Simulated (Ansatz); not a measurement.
Computed with Ansatz 0.2.0, DFT PBE, scalar-relativistic, plane waves, PAW. Settings: cutoff 420 eV, Γ-centred meshes spaced at most about 0.3 Å⁻¹, and about 0.25 Å⁻¹ or finer for metals (2π included), Gaussian smearing. No spin polarisation in the final relaxations.

Temperature and zero-point effects are left out. All come from trial cells, and lower structures may exist.

Question: Order these relaxed structures of Zr₃TiN₄ by energy, lowest first, with the energy over the lowest of them.
A. Space group Cmmm (No. 65), orthorhombic, a = 6.385 Å, b = 9.033 Å, c = 3.201 Å. Around Zr on a site of symmetry 2/m lie 6 N at 2.26 Å, 8 Zr at 3.19–3.20 Å and 4 Ti at 3.20 Å; Zr on a site of symmetry mmm is surrounded by 6 N at 2.30–2.31 Å, 2 Ti at 3.19 Å and 10 Zr at 3.20 Å; Ti has 6 N at 2.21–2.22 Å, 10 Zr at 3.19–3.20 Å and 2 Ti at 3.20 Å; around N on a site of symmetry 2mm lie 2 Ti at 2.22 Å and 4 Zr at 2.26–2.31 Å; 1 more site not described.
B. Space group Pm-3m (No. 221), cubic, a = 4.527 Å. Around Zr lie 6 N at 2.26 Å, 4 Ti at 3.20 Å and 8 Zr at 3.20 Å; Ti is surrounded by 6 N at 2.26 Å and 12 Zr at 3.20 Å; N on a site of symmetry 4/mmm is surrounded by 2 Ti at 2.26 Å and 4 Zr at 2.26 Å; around N on a site of symmetry m-3m lie 6 Zr at 2.26 Å.

Answer: A (0 meV/atom), B (11 meV/atom). Forms: A Zr and Ti ordered on rock salt sites, Cmmm; B Zr and Ti ordered on rock salt sites, Pm-3m. Counting N atoms around Ti and Zr (those within 1.25 times the shortest such distance or 1.15 times the sum of covalent radii): A has Zr 6, Ti 6; B has Zr 6, Ti 6.

For metals, differences of a few meV/atom aren't resolved. With atoms moved at random, Pm-3m came back. Other cells relaxed within their symmetry can be saddle points. Some candidate types were left out of the draw beforehand, so a known form may be missing.
